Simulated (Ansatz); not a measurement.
SnO2 (rutile)

```yaml
crystal:
  lattice:
    - [4.82756, 0.00000, 0.00000]
    - [0.00000, 4.82756, 0.00000]
    - [0.00000, 0.00000, 3.23791]
  atoms:
    - { symbol: Sn, position: [0.00000, 0.00000, 0.00000] }
    - { symbol: Sn, position: [0.50000, 0.50000, 0.50000] }
    - { symbol: O, position: [0.30660, 0.30660, 0.00000] }
    - { symbol: O, position: [0.80660, 0.19340, 0.50000] }
    - { symbol: O, position: [0.19340, 0.80660, 0.50000] }
    - { symbol: O, position: [0.69340, 0.69340, 0.00000] }
```

E(V) scan at fixed shape, V₀ the volume above. The atoms relax within the cell's symmetry.

The numbers are results of PBE (plane waves to 420 eV, PAW, scalar-relativistic; Ansatz, a first-principles code), not measurements. k mesh 7×7×10 (Γ-centred), Fermi-Dirac smearing 0.05 eV. The energy includes the smearing's −TS. With the shape held, the modulus is that of even scaling; a crystal free to change shape is softer. SnO2 was relaxed with its symmetry unable to fall. The PAW data are Ansatz's earlier set. ΔE is measured from the relaxed starting cell.

```tsv
V (Å³/atom)	ΔE (meV/atom)
11.319	85.3
11.634	45.5
11.948	19.2
12.262	4.6
12.577	0.0
12.891	4.1
13.206	15.6
13.520	33.5
13.834	56.7
```

Problem. What is the fitted pressure derivative B₀′?

Solution. 5.1.

Problem. What bulk modulus at fixed cell shape B₀ follows from a third-order Birch-Murnaghan fit?

Solution. 175 GPa. Check by three points about V = 12.577 Å³/atom, step 0.314: d²E/dV² ≈ (4.6 − 2·0.0 + 4.1) meV / 0.314² = 0.0880 eV/Å⁶, and V·d²E/dV² × 160.2 = 177 GPa.

(Under strain, the slope of the energy per volume gives the stress and its curvature an elastic modulus.)
